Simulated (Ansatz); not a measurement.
Pb under strain

Theory: DFT PBEsol, scalar-relativistic, plane waves, PAW in Ansatz. Run with 420 eV cutoff, 18×18×6 k-mesh, Gaussian smearing of 0.10 eV, no spin polarisation.

The relaxed crystal:

```yaml
crystal:
  lattice:
    - [3.48692, 0.00000, 0.00000]
    - [-1.74346, 3.01976, 0.00000]
    - [0.00000, 0.00000, 11.38846]
  atoms:
    - { symbol: Pb, position: [0.00000, 0.00000, 0.00000] }
    - { symbol: Pb, position: [0.33333, 0.66667, 0.25000] }
    - { symbol: Pb, position: [0.00000, 0.00000, 0.50000] }
    - { symbol: Pb, position: [0.66667, 0.33333, 0.75000] }
```

Deformation: biaxial strain in the a-b plane, with the length and tilt of c and the atoms relaxed, all within the symmetry that the strain leaves. Energies are extrapolated to zero smearing. On this cell's mesh the reference holds a stress of up to 0.56 GPa.

Spin–orbit coupling is left out, which can shift energies with elements as heavy as these.

| strain (%) | ΔE (meV/atom) | a (Å) | b (Å) | c (Å) |
| --- | --- | --- | --- | --- |
| -4.5 | 31.9 | 3.330 | 3.330 | 11.903 |
| -3.0 | 11.3 | 3.382 | 3.382 | 11.703 |
| -1.5 | 0.8 | 3.435 | 3.435 | 11.588 |
| +0.0 | 0.0 | 3.487 | 3.487 | 11.388 |
| +1.5 | 5.5 | 3.539 | 3.539 | 11.310 |
| +3.0 | 13.5 | 3.592 | 3.592 | 11.021 |
| +4.5 | 24.1 | 3.644 | 3.644 | 10.876 |

(1) What stiffness (1/V) d²E/dε² at zero strain does a cubic fit over all points give?

(2) How does the free axis c answer a small strain?

## Answers

(1) A cubic fit gives (1/V) d²E/dε² = 148 GPa at zero strain (twice the biaxial modulus).

(2) Between the innermost points its strain is -0.81 times the applied one.

This form isn't the element's structure at ambient conditions.

Cost: 7 runs of about 6 core-minutes in all, on Intel Xeon 6975P-C (Granite Rapids) (shared hosts).